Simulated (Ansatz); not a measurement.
TbS: computed property card

TbS:
```xyz
2
Lattice="0.0000 2.7842 2.7842 2.7842 0.0000 2.7842 2.7842 2.7842 0.0000" Properties=species:S:1:pos:R:3 pbc="T T T"
Tb     0.0000     0.0000     0.0000
S      2.7842     2.7842     2.7842
```
The run is spin-polarised; directions of the spins, atom by atom: ↑ 0.

Space group Fm-3m (No. 225), rock salt; conventional cell a = b = c = 5.5685 Å, α = β = γ = 90.00°.

Method: r²SCAN in the plane-wave PAW code Ansatz. Geometry: relaxed at this level of theory. Other levels are named where they apply.

Cell and energy:

```json
{
 "volume_per_atom": "21.58 Å³",
 "density": "7.35 g/cm³"
}
```

Electronic structure:

```json
{
  "electronic_character": "metallic (no gap)",
  "Density of states at the Fermi level": "1.6 states/eV per atom (mean over ±0.08 eV)"
}
```

Magnetism:

```json
{
 "magnetic_order": "ferromagnetic",
 "net_moment": "2.90 μB per atom"
}
```

The workflow started from an entry of the Crystallography Open Database (COD). Its standing as an ambient phase is unchecked. Symmetry was held in the r²SCAN relaxation; whether a distortion lowers the energy is not shown. The final state is ferromagnetic, the only order run, not a proven ground state. The cell computed holds one magnetic atom, so no antiferromagnetic order was within reach. The 4f shell is in the valence, and the state reached may lie above the lowest one. Other orbital occupations within this spin state were not tried. No Hubbard U is applied. The compound may be a true metal, but semilocal functionals without U, or a wrong spin order, can also close a gap. Spin–orbit coupling is left out wherever it is not named.

Potentials: the later of the program's two PAW sets.
